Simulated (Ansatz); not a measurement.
CsSnBr3 (cubic perovskite, Pm-3m) under volume change, plane-wave PAW PBEsol (Ansatz code), scaled uniformly.

```json
[
 {"V (Å³/atom)": "34.648", "E − E(relaxed) (meV/atom)": "27.1", "P (GPa)": "2.70"},
 {"V (Å³/atom)": "35.791", "E − E(relaxed) (meV/atom)": "11.7", "P (GPa)": "1.67"},
 {"V (Å³/atom)": "36.933", "E − E(relaxed) (meV/atom)": "3.0", "P (GPa)": "0.80"},
 {"V (Å³/atom)": "38.075", "E − E(relaxed) (meV/atom)": "0.0", "P (GPa)": "0.06"},
 {"V (Å³/atom)": "39.217", "E − E(relaxed) (meV/atom)": "1.8", "P (GPa)": "-0.56"},
 {"V (Å³/atom)": "40.360", "E − E(relaxed) (meV/atom)": "7.8", "P (GPa)": "-1.09"},
 {"V (Å³/atom)": "41.502", "E − E(relaxed) (meV/atom)": "17.1", "P (GPa)": "-1.53"}
]
```

Question: What does a third-order Birch–Murnaghan fit give for V₀, B₀ and B′?

Answer: V₀ = 38.18 Å³/atom, B₀ = 22.2 GPa, B′ = 4.6.

Symmetry was held in the PBEsol relaxation. Scalar-relativistic: spin–orbit coupling is off unless named, which matters more the heavier the elements.

Potentials: the later of the program's two PAW sets.
